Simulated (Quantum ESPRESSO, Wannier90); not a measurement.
**Tight-binding from DFT: GaSe (R3m)**

```xyz
4
Lattice="-1.8871 3.2685 0.0000 -3.7742 0.0000 0.0000 -1.8871 1.0895 8.7047" Properties=species:S:1:pos:R:3 pbc="T T T"
Ga     0.0000     0.0000     1.2224
Ga     0.0000     0.0000    -1.2133
Se    -1.8871     1.0895     2.3764
Se    -1.8871     1.0895    -2.3684
```

Cell from Materials Project (mp-11342), symmetrised, no further relaxation. Not found in the COD (Crystallography Open Database) copy used, which has the formula in other groups; not checked further. Level: PBEsol, spinors with spin-orbit coupling; pw.x of Quantum ESPRESSO at 69 Ry with PseudoDojo potentials, 4×4×4 k-points, Wannier90. Density: 10×10×10 mesh, cold smearing 0.01 Ry. The cell is built of weakly bound layers, chains or molecules, whose nearest atoms lie 4.52 Å apart. Database cells relaxed without dispersion often hold them too far apart, which can enlarge gaps and weakens couplings between them; spacing and stacking were not compared with the measured crystal.

The plane-wave run has 92 bands and 58 electrons a cell. On the energy scale of pw.x, whose zero is arbitrary, the valence-band maximum lies at 6.46 eV.

Isolated groups of bands, relative to the valence-band maximum (bands from 59 on overlap up to the last one computed):

| bands | from (eV) | to (eV) | filling | weight on atomic waves |
|---|---|---|---|---|
| 1–8 | -48.00 | -47.93 | filled | Se 3d 100 % |
| 9–20 | -47.12 | -47.03 | filled | Se 3d 100 % |
| 21–28 | -15.04 | -14.87 | filled | Ga 3d 97 % |
| 29–40 | -14.66 | -14.28 | filled | Ga 3d 98 % |
| 41–44 | -13.83 | -12.09 | filled | Se 4s 65 %, Ga 4p 16 %, Ga 3d 10 % |
| 45–58 | -7.23 | 0.00 | filled | Se 4p 61 %, Ga 4p 21 %, Ga 4s 14 % |

Input w.win, without the blocks of cell, atoms and k-points (64 lines):

```
num_bands = 52
num_wann = 32
exclude_bands = 1-40
spinors = true
num_iter = 400
conv_tol = 1.0e-6
conv_window = 4
dis_num_iter = 600
dis_conv_tol = 1.0e-6
dis_froz_max = 9.19
write_hr = true
write_u_matrices = true
begin projections
f=-0.05564,-0.04103,0.13618: s;p
f=0.04105,0.03747,-0.14025: s;p
f=0.25400,0.24122,0.26892: s;p
f=0.41361,0.43150,-0.26784: s;p
end projections
mp_grid = 5 4 4
```

Task: Check the input against the numbers above: what is wrong, and how is it mended?

Result: wannier90.x -pp stops with:
```
Error: Wrong number of lines in block kpoints
```
The product of the three numbers of mp_grid differs from the number of lines in the kpoints block. Mended as below, all else unchanged, the run goes through (Ω_I = 46.3 Å²) and follows the plane-wave bands to 63 meV rms (states up to 2.2 eV relative to the valence-band maximum).
```
mp_grid = 4 4 4
```
